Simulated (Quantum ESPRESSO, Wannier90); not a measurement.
# Tight-binding from DFT: YSi2 (P6/mmm)

```
begin unit_cell_cart
ang
    4.0754900550    0.0000000000    0.0000000000
   -2.0377450275    3.5294779205    0.0000000000
    0.0000000000    0.0000000000    3.9901300000
end unit_cell_cart
begin atoms_frac
Y    0.0000000000  0.0000000000  0.0000000000
Si   0.3333333333 -0.3333333333  0.5000000000
Si  -0.3333333333  0.3333333333  0.5000000000
end atoms_frac
```

Cell from Materials Project (mp-2568), symmetrised, no further relaxation. COD (Crystallography Open Database) has an entry of this formula and space group (matched by these alone). Level: PBEsol, no spin polarisation, no spin-orbit coupling; pw.x of Quantum ESPRESSO at 58 Ry with PseudoDojo potentials, 12×12×8 k-points, Wannier90. Density: 12×12×8 mesh, cold smearing 0.01 Ry.

A tight-binding model is made by disentanglement and projection with no localisation steps (num_iter = 0), so the 17 orbitals stay atom-like: hydrogen-like Y: s;p;d; Si: s;p, axes along x, y, z; frozen window up to 1.50 eV relative to the Fermi level. It follows pw.x to 5.0 meV rms for states up to 1.0 eV relative to the Fermi level. Matrix elements depend on this choice of orbitals and windows.

Problem. What are the on-site energies relative to the Fermi level, and how fast do the hoppings decay?

Solution. 
```csv
atom,orbitals,energy (eV)
Y1,s,3.34
Y1,pz,7.48
Y1,px py,7.31
Y1,dz2,2.55
Y1,dxz dyz,3.02
Y1,dx2-y2 dxy,2.87
Si2,s,-4.86
Si2,pz,1.64
Si2,px py,1.87
Si3,s,-4.86
Si3,pz,1.64
Si3,px py,1.87
```

```json
[
 {"distance of the centres (Å)": "2–3", "largest modulus (eV)": "3.2"},
 {"distance of the centres (Å)": "3–4", "largest modulus (eV)": "1.2"},
 {"distance of the centres (Å)": "4–5", "largest modulus (eV)": "0.87"},
 {"distance of the centres (Å)": "5–6", "largest modulus (eV)": "0.43"},
 {"distance of the centres (Å)": "6–7", "largest modulus (eV)": "0.24"},
 {"distance of the centres (Å)": "7–8", "largest modulus (eV)": "0.25"},
 {"distance of the centres (Å)": "8–9", "largest modulus (eV)": "0.055"},
 {"distance of the centres (Å)": "9–10", "largest modulus (eV)": "0.069"},
 {"distance of the centres (Å)": "10–11", "largest modulus (eV)": "0.035"},
 {"distance of the centres (Å)": "11–12", "largest modulus (eV)": "0.018"},
 {"distance of the centres (Å)": "12–13", "largest modulus (eV)": "0.011"}
]
```
